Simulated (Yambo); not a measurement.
G0W0@PBEsol for K2CO3 (space group C2/c, No. 15) in Yambo. Reference settings: 2×2×2 Γ-centred k mesh, 274 bands and a 7 Ry block in the screening, 274 bands in G with the Bruneval-Gonze terminator, plasmon pole fitted at 27.2 eV. The PBEsol gap Γ → Γ on this mesh is 4.01 eV; G0W0 gaps are taken between the same points.

With and without the terminator, as bands are cut:

```json
[
 {"bands in G (in W)": "110 (274)", "gap, terminator (eV)": "6.712", "gap, none (eV)": "6.405", "valence shift, terminator (eV)": "-1.653", "valence shift, none (eV)": "-1.019"},
 {"bands in G (in W)": "180 (274)", "gap, terminator (eV)": "6.674", "gap, none (eV)": "6.448", "valence shift, terminator (eV)": "-1.654", "valence shift, none (eV)": "-1.256"},
 {"bands in G (in W)": "274 (274)", "gap, terminator (eV)": "6.677", "gap, none (eV)": "6.550", "valence shift, terminator (eV)": "-1.667", "valence shift, none (eV)": "-1.443"}
]
```

Over this range the gap spans 0.038 eV with the terminator and 0.145 eV without, the valence shift 0.014 eV and 0.424 eV. Neither column has reached its limit for certain.

Geometry of the Materials Project entry, not relaxed at this level; primitive cell a = b = 5.7423 Å, c = 6.7060 Å, α = β = 95.34°, γ = 121.68°.

A shift is the quasiparticle energy of the state minus its PBEsol energy.
